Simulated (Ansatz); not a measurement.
Input and command of a calculation in Ansatz (plane waves; scalar-relativistic PAW potentials unless the input names others):

```yaml
crystal:
  lattice:
    - [3.6009608368, 0.0, 0.0]
    - [0.0, 3.6009608368, 0.0]
    - [0.0, 0.0, 3.6009608368]
  atoms:
    - { symbol: B, position: [0.0, 0.0, 0.0] }
    - { symbol: C, position: [0.0, 0.5, 0.5] }
    - { symbol: C, position: [0.5, 0.5, 0.0] }
    - { symbol: C, position: [0.5, 0.0, 0.5] }
    - { symbol: C, position: [0.7450397233, 0.7450397233, 0.2549602767] }
    - { symbol: C, position: [0.7450397233, 0.2549602767, 0.7450397233] }
    - { symbol: C, position: [0.2549602767, 0.7450397233, 0.7450397233] }
    - { symbol: C, position: [0.2549602767, 0.2549602767, 0.2549602767] }
basis:
  ecutwfc: 420
kpoints:
  mp_grid: { grid: [10, 10, 10] }
hamiltonian:
  xc: pbesol
scf:
  occupations: { method: gaussian, width: 0.1 }
  mixing: { algorithm: anderson, beta: 0.005, ndim: 1 }
  max_iter: 50
output:
  forces: true
  eigenvalues: true
  stress: true
```

```bash
ansatz run input.yaml --threads 2 --pin off --max-ram 5120MiB --backend cpu --events-out ev --progress --plain --runs-dir out
```

Abridged log:
```
Pseudopotentials: kind: paw
Pseudopotential: B, paw, valence charge 3, recommended cutoff 420 eV (normal)
Pseudopotential: C, paw, valence charge 4, recommended cutoff 420 eV (normal)
Functional definition: PBEsol
Crystal: 8 atoms, lattice volume = 46.693 Å³
Basis set: ecut = 420 eV, 925 PW (Γ), exchange–correlation on 50×50×50 points (8 copies of the dense FFT grid, shifted against one another)
Bands: 24, of which v1, the nominal top of the filled ones, is band 16 counted from 1 (15 counted from 0)
Symmetry: 24 space group operations
Space group: P-43m (ITA 215), of the structure as read, at distance tolerance 3.6e-5 Å
k-points: 56 of 1000 (time reversal used)
Initial density: superposition of atomic densities (neutral atoms: chi_scale 0, normalization atom), corrected by the library's trained network
Initial wavefunctions: pseudopotential atomic-orbital guess
Functional: x = pbesol(κ = 0.804, μ = 0.12345679), c = pbesol(β = 0.046)
SCF iter   1: F=—  HF=-1878.157982 eV  |F-HF|=—  |Δ(HF+E_count)|=         —  Δρ=1.21e-2  dr2=5.77e-2  ethr=1.77e-3  ⟨swp⟩=5.1  Hψ=6415  notcnv=0  defer=1
SCF iter   2: F=—  HF=-1878.157548 eV  |F-HF|=—  |Δ(HF+E_count)|=   4.34e-4  Δρ=1.21e-2  dr2=5.74e-2  ethr=1.86e-4  ⟨swp⟩=1.0  Hψ=1792  notcnv=0  defer=2
SCF iter   3: F=—  HF=-1878.157381 eV  |F-HF|=—  |Δ(HF+E_count)|=   1.67e-4  Δρ=1.20e-2  dr2=5.69e-2  ethr=1.85e-4  ⟨swp⟩=1.0  Hψ=1176  notcnv=0  defer=2
SCF iter   4: F=—  HF=-1878.157210 eV  |F-HF|=—  |Δ(HF+E_count)|=   1.70e-4  Δρ=1.20e-2  dr2=5.64e-2  ethr=1.84e-4  ⟨swp⟩=1.0  Hψ=1176  notcnv=0  defer=2
SCF iter   5: F=—  HF=-1878.157042 eV  |F-HF|=—  |Δ(HF+E_count)|=   1.69e-4  Δρ=1.19e-2  dr2=5.60e-2  ethr=1.82e-4  ⟨swp⟩=1.0  Hψ=1176  notcnv=0  defer=2
SCF iter   6: F=—  HF=-1878.156874 eV  |F-HF|=—  |Δ(HF+E_count)|=   1.67e-4  Δρ=1.19e-2  dr2=5.55e-2  ethr=1.81e-4  ⟨swp⟩=1.0  Hψ=1176  notcnv=0  defer=2
SCF iter   7: F=—  HF=-1878.156708 eV  |F-HF|=—  |Δ(HF+E_count)|=   1.66e-4  Δρ=1.18e-2  dr2=5.51e-2  ethr=1.79e-4  ⟨swp⟩=1.0  Hψ=1176  notcnv=0  defer=2
SCF iter   8: F=—  HF=-1878.156544 eV  |F-HF|=—  |Δ(HF+E_count)|=   1.64e-4  Δρ=1.18e-2  dr2=5.46e-2  ethr=1.78e-4  ⟨swp⟩=1.0  Hψ=1176  notcnv=0  defer=2
   ...
SCF iter  29: F=—  HF=-1878.153399 eV  |F-HF|=—  |Δ(HF+E_count)|=   1.38e-4  Δρ=1.08e-2  dr2=4.60e-2  ethr=1.50e-4  ⟨swp⟩=1.0  Hψ=1176  notcnv=0  defer=2
SCF iter  30: F=—  HF=-1878.153262 eV  |F-HF|=—  |Δ(HF+E_count)|=   1.38e-4  Δρ=1.07e-2  dr2=4.56e-2  ethr=1.48e-4  ⟨swp⟩=1.0  Hψ=1176  notcnv=0  defer=2
SCF iter  31: F=—  HF=-1878.153129 eV  |F-HF|=—  |Δ(HF+E_count)|=   1.32e-4  Δρ=1.07e-2  dr2=4.53e-2  ethr=3.23e-6  ⟨swp⟩=4.6  Hψ=3973  notcnv=0
Mixer restart at iter 31: flushing history
iteration 31: the SCF's residuals had fallen too slowly under its mixing. It goes on by minimising its free energy, and can end on another state than longer mixing would; under `scf.algorithm: density_mixing` no SCF does so, but by `scf.convergence.dm_fallback`
SCF iter  32: F=—  HF=-1878.138525 eV  |F-HF|=—  |Δ(HF+E_count)|=   1.46e-2  Δρ=2.85e-3  dr2=4.25e-3  ethr=3.23e-6  ⟨swp⟩=6.3  Hψ=12531  notcnv=0
SCF iter  33: F=—  HF=-1878.136776 eV  |F-HF|=—  |Δ(HF+E_count)|=   1.75e-3  Δρ=2.35e-4  dr2=2.26e-5  ethr=3.23e-6  ⟨swp⟩=4.9  Hψ=7476  notcnv=0
SCF iter  34: F=—  HF=-1878.136769 eV  |F-HF|=—  |Δ(HF+E_count)|=   7.07e-6  Δρ=3.80e-5  dr2=5.09e-7  ethr=7.30e-8  ⟨swp⟩=2.9  Hψ=4667  notcnv=0
SCF iter  35: F=-1878.136769 eV  HF=-1878.136769 eV  |F-HF|=6.61e-9  |Δ(HF+E_count)|=   1.45e-7  Δρ=4.43e-6  dr2=8.72e-9  ethr=3.23e-10  ⟨swp⟩=2.6  Hψ=4632  notcnv=0
SCF iter  36: F=-1878.136769 eV  HF=-1878.136769 eV  |F-HF|=6.60e-9  |Δ(HF+E_count)|=  7.73e-12  Δρ=4.43e-6  dr2=8.71e-9  ethr=2.81e-11  ⟨swp⟩=2.0  Hψ=4677  notcnv=0
SCF 1 converged in 36 iterations: F = -1878.136769 eV  dr2 = 8.71e-9
SCF converged after 36 iterations
Free energy (F): -1878.136769 eV
Harris-Foulkes:  -1878.136769 eV  (|F-HF|=6.60e-9)
Internal energy: -1878.130641 eV  (E = F + TS)
E sigma→0 (E₀):  -1878.133705 eV
Entropy (-TS):   -0.006128 eV (-0.766 meV/atom)
Fermi energy:    11.575904 eV
--- Forces (eV/Å), atoms counted from 1 ---
  atom   1  B      0.00000000     0.00000000     0.00000000
  atom   2  C      0.00000000     0.00000000     0.00000000
  atom   3  C      0.00000000     0.00000000     0.00000000
  atom   4  C      0.00000000     0.00000000     0.00000000
  atom   5  C     -0.00003953    -0.00003953     0.00003953
  atom   6  C     -0.00003953     0.00003953    -0.00003953
  atom   7  C      0.00003953    -0.00003953    -0.00003953
  atom   8  C      0.00003953     0.00003953     0.00003953
--- Stress (GPa, compression-positive) ---
       -0.002586       0.000000       0.000000
        0.000000      -0.002586       0.000000
        0.000000       0.000000      -0.002586
  P = ⅓ Tr σ = -0.0026 GPa (-0.026 kbar)
```

One setting here is unusual or wrong in general: mixing far too weak (scf.mixing: not typed → {"algorithm": "anderson", "beta": 0.005, "ndim": 1}). For this cell it did little harm to the result: the run converged in 36 SCF iterations with an energy at zero smearing within 0.01 meV/atom of the reference's, pressure 0.00 GPa, largest force 0.000 eV/Å, no gap on the mesh. A reference run on usual settings, whose relaxation ended at this geometry, converged, and the end of its own relaxation has pressure 0.00 GPa, largest force 0.000 eV/Å, no gap on the mesh.

The run took 13 s on 2 threads of Intel(R) Xeon(R) Platinum 8375C CPU @ 2.90GHz (Ice Lake), on a shared host, peak memory 0.47 GiB.